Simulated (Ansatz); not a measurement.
MgF$_{2}$ (CdI2 type, P-3m1), the program Ansatz at the PBE+D3(BJ) level (PAW). The conduction-band minimum lies at Γ, with 1 equivalent valley. Second derivatives d²E/dk² of the lowest band at one valley (eV·Å²), along Cartesian directions:

```tsv
direction	d²E/dk²
[100]	14.30
[010]	14.30
[001]	12.80
[110]	14.30
[101]	13.55
[011]	13.55
```

Task: Find the principal effective masses, the density-of-states mass and the conductivity mass.

Result: Off-diagonal terms follow from H_xy = H[110] − (H_xx + H_yy)/2, and m*/mₑ = 7.620 eV·Å² over each eigenvalue: 0.53, 0.53, 0.60. One valley's DOS mass (m₁m₂m₃)^(1/3) = 0.55, conductivity mass 3/(Σ 1/mᵢ) = 0.55 mₑ.

Task: What effective density of states Nc follows at 300 K for parabolic valleys?

Result: Nc = 2.509e19 × 1 × (0.55)^(3/2) ≈ 1.0e19 cm⁻³.

The start of the workflow was typed in or built on a structure type; neither database checked (COD, Materials Project) lists it. It is not the phase usual at ambient conditions (space group No. 136). The PBE+D3(BJ) relaxation kept the symmetry of its start; whether a distortion lowers the energy is not shown.

Potentials: the earlier of the program's two PAW sets.

Edges and masses are those of Kohn–Sham bands, whose gap is no quasiparticle gap.
